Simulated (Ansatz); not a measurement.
**Al$_{2}$Cu: from a starting cell to a relaxed one**

The start is a randomly generated symmetric cell of Al2Cu (space group No. 123). The cell and all atomic positions are relaxed at zero pressure with r2SCAN (plane waves to 500 eV, PAW, scalar-relativistic; Ansatz, a first-principles code). The first steps use a coarse 9×9×8 k-mesh.

Initial structure:
```
CELL_PARAMETERS angstrom
      3.56802     0.00000     0.00000
      0.00000     3.56802     0.00000
      0.00000     0.00000     3.99356
ATOMIC_POSITIONS crystal
  Al 0.00000 0.00000 0.50000
  Al 0.00000 0.00000 0.00000
  Cu 0.50000 0.50000 0.50000
```

**Question.** How large is the pressure on the unrelaxed cell, and of which sign?

**Answer.** +30.4 GPa (positive: the cell is compressed).

**Question.** By how much does the energy per atom fall from start to end?

**Answer.** 1.02 eV/atom.

**Question.** How does the volume per atom move from start to end?

**Answer.** +18.1 %, from 16.95 to 20.02 Å³/atom.

**Question.** How do the shortest distances between atoms change?

**Answer.** The closest pairs of elements (up to four, under 3.6 Å), start → end: Al–Al 2.00 → 2.62 Å; Al–Cu 2.52 → 2.39 Å; Cu–Cu 3.57 → 3.38 Å.

**Question.** Is the relaxed structure metallic? Give its gap.

**Answer.** Zero (metallic).

**Question.** What does it relax into? Give the structure.

**Answer.** 
```cif
data_Al2Cu
_chemical_formula_sum 'Al2 Cu1'
_space_group_name_H-M_alt 'P4/mmm'
_space_group_IT_number 123
_space_group_name_Hall '-P 4 2'
_cell_length_a 3.38465
_cell_length_b 3.38465
_cell_length_c 5.24183
_cell_angle_alpha 90.000
_cell_angle_beta 90.000
_cell_angle_gamma 90.000
loop_
_atom_site_label
_atom_site_type_symbol
_atom_site_symmetry_multiplicity
_atom_site_Wyckoff_symbol
_atom_site_fract_x
_atom_site_fract_y
_atom_site_fract_z
_atom_site_occupancy
Al1 Al 1 b 0.00000 0.00000 0.50000 1
Al2 Al 1 a 0.00000 0.00000 0.00000 1
Cu1 Cu 1 d 0.50000 0.50000 0.50000 1
```

The space group stays P4/mmm (No. 123) (the run could not lower it), with 3 atoms in the primitive cell. Final values are on a 14×14×9 k-mesh of the relaxed cell. No spin polarisation in the result.

The run could not lose the symmetry of its start.

All atoms sit on sites fixed by symmetry, so only the cell could relax.

The first start was generated by a random draw of sites in a space group. Materials Project lists a structure of Al2Cu in the same space group, P4/mmm (No. 123); the sites were not compared with it, nor with measured phases. Known forms of Al2Cu include space group No. 140.
